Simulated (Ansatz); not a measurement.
An Ansatz (an electronic-structure program) input:

Ansatz 0.2 input:
```yaml
crystal:
  lattice:
    - [3.2992538979, 0.0, 0.0]
    - [0.0, 3.2992538979, 0.0]
    - [0.0, 0.0, 3.2992538979]
  atoms:
    - { symbol: Mo, position: [0.0, 0.0, 0.0] }
    - { symbol: Zr, position: [0.5, 0.5, 0.5] }
kpoints:
  mp_grid: { grid: [9, 9, 9] }
  band_path:
    path:
      - [[0.0, 0.0, 0.0], [0.0, 0.5, 0.0], [0.5, 0.5, 0.0], [0.0, 0.0, 0.0], [0.5, 0.5, 0.5], [0.0, 0.5, 0.0]]  # Γ-X-M-Γ-R-X
      - [[0.5, 0.5, 0.5], [0.5, 0.5, 0.0]]  # R-M
    npoints: 12
basis: { xc_grid: 2 }
hamiltonian:
  xc: pbesol
  pseudopotentials: { kind: paw }
magnetization: { noncollinear: true, spin_orbit: true }
scf:
  n_extra_bands: 12
  convergence: { dr2_threshold: 0.0000000001 }
  occupations: { method: gaussian, width: 0.05 }
output: { eigenvalues: true }
```

Question: How many symmetry operations and irreducible k-points will the run report?

Answer: 48 operations, 35 of 729 k-points.

Question: With a cutoff of 420 eV, how many plane waves at Γ?

Answer: 739.

It took about 24 core-seconds (a rough figure) on shared server cores.

Space group Pm-3m (CsCl type). The start of the workflow was typed in or built on a structure type; neither database checked (COD, Materials Project) lists it. Its standing as an ambient phase is unchecked. Symmetry was held in the PBEsol relaxation; whether a distortion lowers the energy is not shown. The run is not spin-polarised.

Potentials: the later of the program's two PAW sets.

Ansatz is a plane-wave DFT program.
